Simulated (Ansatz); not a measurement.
NaF (rock salt), relaxed and computed with several functionals in Ansatz (plane waves, PAW).

| functional | a (Å) | gap (eV) | B₀ by P(V) fit (GPa) |
|---|---|---|---|
| PBE | 4.701 | 6.09 | 44.8 |
| HSE06 | 4.638 | 8.46 | 49.3 |
| LDA | 4.503 | 6.46 | 61.2 |
| PBEsol | 4.629 | 6.20 | 48.5 |

All cells were relaxed under the symmetry of their starts (and spin orders); stability against distortions was not tested throughout.

Potentials: the later of the program's two PAW sets.

Ansatz (a first-principles code) is a plane-wave DFT program.
